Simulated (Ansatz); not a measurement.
This Zr2TeSe structure is the end of a relaxation. The cell was found from a structure generator's guess, not taken from experiment.

Method: Ansatz 0.2.0, DFT PBE, scalar-relativistic, plane waves, PAW. Cutoff 420 eV, Γ-centred mesh, Gaussian smearing, no spin polarisation.

```
CELL_PARAMETERS angstrom
3.66326 0.00000 0.00000
-1.83163 3.17248 0.00000
0.00000 0.00000 7.71453
ATOMIC_POSITIONS crystal
Zr 0.33333 0.66667 0.77025
Zr 0.66667 0.33333 0.22975
Te 0.00000 0.00000 0.50000
Se 0.00000 0.00000 0.00000
```

Energies over the elements count from the elements' standard structures at the same level, with no fitted energy shifts.

Task: Find its symmetry and describe it.

Result: P-3m1 (No. 164). Conventional cell: a = 3.663 Å, c = 7.715 Å. Around Zr lie 3 Se at 2.76 Å and 3 Te at 2.97 Å; Te is surrounded by 6 Zr at 2.97 Å; Se is surrounded by 6 Zr at 2.76 Å.

Task: How far does it lie from the elements in energy?

Result: −0.87 eV/atom.

Task: Is it a metal?

Result: Yes, bands cross the Fermi level on the 12×12×6 mesh.

The last run used a 12×12×6 mesh (in the run's order of axes) for its 4-atom cell and Gaussian smearing of 0.10 eV. Spin–orbit coupling, which can matter for Te, is left out. The reference forms of Se and Te are held partly by dispersion forces, which this level lacks. A structure relaxed within its symmetry needn't be a true minimum. Another cell of Zr2TeSe relaxed alike, in P-6m2, lies 191 meV/atom lower, so this cell isn't the stable form at this level.
